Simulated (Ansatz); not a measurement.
# NbSi: relaxation of cell and atoms

Method: DFT, PBE, PAW with Ansatz's default frozen-core files, scalar-relativistic in Ansatz 0.2.0.

Command: `ansatz run input.yaml --threads 1 --pin off --max-ram 3072MiB --backend cpu --events-out ev --progress --plain --runs-dir out` The run took 110 s on 1 thread of Arm Neoverse V1, with other jobs on the host.

```yaml
crystal:
  lattice:
    - [4.2082776712, 0.0, 0.0]
    - [-2.1041388356, 3.6444753694, 0.0]
    - [0.0, 0.0, 6.8594926041]
  atoms:
    - { symbol: Nb, position: [0.3333333333, 0.6666666667, 0.0] }
    - { symbol: Nb, position: [0.6666666667, 0.3333333333, 0.5] }
    - { symbol: Si, position: [0.3333333333, 0.6666666667, 0.376] }
    - { symbol: Si, position: [0.6666666667, 0.3333333333, 0.876] }
kpoints:
  mp_grid: { grid: [10, 10, 6] }
scf:
  occupations: { method: fermi_dirac, width: 0.03 }
hamiltonian:
  xc: pbe
  pseudopotentials: { kind: paw }
output:
  forces: true
  stress: true
  write_density: true
  write_potential: true
  elf: true
  volumetric_format: npy
relax:
  f_tol: 0.005
  max_steps: 80
  cell: {}
```

The cell is built from the wurtzite type as a first guess.

The cutoff is 420 eV; energies and pressures of the walk include the program's estimate of the Pulay term.

Each frame lists the cell vectors (Å), then Cartesian positions (Å) and forces (eV/Å). Free energies count from the first step, -10372.5529 eV.

The walk took 10 evaluations in all; steps that aren't listed are left out.

Step 1: E = 0.0 meV, P = -7.07 GPa

```
cell 4.2083 0.0000 0.0000 -2.1041 3.6445 0.0000 0.0000 0.0000 6.8595
Nb    0.0000    2.4297    0.0000     0.000   0.000  -0.181
Nb    2.1041    1.2148    3.4297     0.000   0.000  -0.181
Si    0.0000    2.4297    2.5792     0.000   0.000   0.181
Si    2.1041    1.2148    6.0089     0.000   0.000   0.181
```

Step 2: E = -314.7 meV, P = -0.56 GPa

```
cell 4.1056 0.0000 0.0000 -2.0528 3.5556 0.0000 0.0000 0.0000 6.5252
Nb    0.0000    2.3704   -0.0239     0.000   0.000  -0.247
Nb    2.0528    1.1852    3.2387     0.000   0.000  -0.247
Si    0.0000    2.3704    2.4773     0.000   0.000   0.247
Si    2.0528    1.1852    5.7399     0.000   0.000   0.247
```

Step 3: E = -607.1 meV, P = 0.47 GPa

```
cell 4.1569 0.0000 0.0000 -2.0785 3.6000 0.0000 0.0000 0.0000 6.1902
Nb    0.0000    2.4000   -0.0798     0.000   0.000  -0.503
Nb    2.0785    1.2000    3.0154     0.000   0.000  -0.503
Si    0.0000    2.4000    2.4073     0.000   0.000   0.503
Si    2.0785    1.2000    5.5024     0.000   0.000   0.503
```

Step 4: E = -1196.9 meV, P = -0.54 GPa

```
cell 4.2290 0.0000 0.0000 -2.1145 3.6624 0.0000 0.0000 0.0000 5.8498
Nb    0.0000    2.4416   -0.1409     0.000   0.000  -0.998
Nb    2.1145    1.2208    2.7840     0.000   0.000  -0.998
Si    0.0000    2.4416    2.3404     0.000   0.000   0.998
Si    2.1145    1.2208    5.2653     0.000   0.000   0.998
```

Step 5:

```
cell 4.2870 0.0000 0.0000 -2.1435 3.7126 0.0000 0.0000 0.0000 5.5152
Nb    0.0000    2.4751   -0.1997
Nb    2.1435    1.2375    2.5579
Si    0.0000    2.4751    2.2734
Si    2.1435    1.2375    5.0310
```

Step 6: E = -2967.8 meV, P = 0.12 GPa

```
cell 4.3332 0.0000 0.0000 -2.1666 3.7526 0.0000 0.0000 0.0000 5.1804
Nb    0.0000    2.5018   -0.2576     0.000   0.000  -1.438
Nb    2.1666    1.2509    2.3327     0.000   0.000  -1.438
Si    0.0000    2.5018    2.2054     0.000   0.000   1.438
Si    2.1666    1.2509    4.7956     0.000   0.000   1.438
```

Step 7: E = -3287.1 meV, P = -0.44 GPa

```
cell 4.4325 0.0000 0.0000 -2.2163 3.8387 0.0000 0.0000 0.0000 4.9737
Nb    0.0000    2.5591   -0.3090     0.000   0.000   0.020
Nb    2.2163    1.2796    2.1779     0.000   0.000   0.020
Si    0.0000    2.5591    2.1791     0.000   0.000  -0.020
Si    2.2163    1.2796    4.6660     0.000   0.000  -0.020
```

Problem. Give the energy and forces of step 5.

Solution. E = -2054.6 meV, P = -1.24 GPa
```
Nb    0.0000    2.4751   -0.1997     0.000   0.000  -1.550
Nb    2.1435    1.2375    2.5579     0.000   0.000  -1.550
Si    0.0000    2.4751    2.2734     0.000   0.000   1.550
Si    2.1435    1.2375    5.0310     0.000   0.000   1.550
```

Problem. How does the relaxation end?

Solution. It converges, with a = 4.408 Å, b = 4.408 Å, c = 4.999 Å, α = 90.00°, β = 90.00°, γ = 120.00° (conventional cell, space group P6_3/mmc). The last solve (on a basis chosen afresh for the final cell, so its energy is not quite comparable) gives E = -3293.5 meV, P = 0.00 GPa:
```
cell 4.4077 0.0000 0.0000 -2.2038 3.8171 0.0000 0.0000 0.0000 4.9988
Nb    0.0000    2.5448   -0.3099     0.000   0.000   0.000
Nb    2.2038    1.2724    2.1895     0.000   0.000   0.000
Si    0.0000    2.5448    2.1895     0.000   0.000   0.000
Si    2.2038    1.2724    4.6889     0.000   0.000   0.000
```
